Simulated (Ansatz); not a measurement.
BaTiO3 (tetragonal-perovskite type, space group P4mm)

```
BaTiO3
1.0
    3.95547     0.00000     0.00000
    0.00000     3.95547     0.00000
    0.00000     0.00000     4.04610
Ti Ba O
1 1 3
Direct
  0.50000   0.50000   0.44711
  0.00000   0.00000   0.93192
  0.50000   0.50000   0.90181
  0.50000   0.00000   0.41258
  0.00000   0.50000   0.41258
```

In each cell atom 4 (O, nearest neighbour Ti at 1.983 Å; its periodic images, 4.0 Å or more away, move with it) moves by s·(0.707, 0.707, 0.000) (along Cartesian [110]), the rest being held.

The numbers are results of PBEsol (plane waves to 420 eV, PAW, scalar-relativistic; Ansatz, an electronic-structure program), not measurements. k mesh 7×7×7 (Γ-centred), Fermi-Dirac smearing 0.05 eV. E stands for the smeared free energy. BaTiO3 is run without spin polarisation. BaTiO3 was relaxed with its symmetry unable to fall. The PAW data are Ansatz's earlier set. The zero of ΔE is the undisplaced structure.

```json
[
 {"s (Å)": "-0.200", "ΔE (meV/cell)": "128.7"},
 {"s (Å)": "-0.160", "ΔE (meV/cell)": "80.8"},
 {"s (Å)": "-0.120", "ΔE (meV/cell)": "withheld"},
 {"s (Å)": "-0.080", "ΔE (meV/cell)": "19.6"},
 {"s (Å)": "-0.040", "ΔE (meV/cell)": "4.9"},
 {"s (Å)": "0.000", "ΔE (meV/cell)": "0.0"},
 {"s (Å)": "0.040", "ΔE (meV/cell)": "4.9"},
 {"s (Å)": "0.080", "ΔE (meV/cell)": "19.6"},
 {"s (Å)": "0.120", "ΔE (meV/cell)": "withheld"},
 {"s (Å)": "0.160", "ΔE (meV/cell)": "80.8"},
 {"s (Å)": "0.200", "ΔE (meV/cell)": "128.7"}
]
```

**Question.** Fit an even polynomial form (powers 2, 4) to the given rows and predict ΔE at s = 0.120.

**Answer.** Least squares on the 9 given rows: ΔE = (3044)·s² + (4355)·s⁴, in meV/cell with s in Å; root-mean-square residual 0.03 meV/cell. At 0.120 the fit gives 44.7 meV/cell; the calculation gives 44.7 meV/cell, the same to the digits shown. The quadratic term alone would give 43.8 meV/cell.

(A displaced cell: forces are minus the slopes of the energy, force constants its curvatures, and phonons follow from these.)
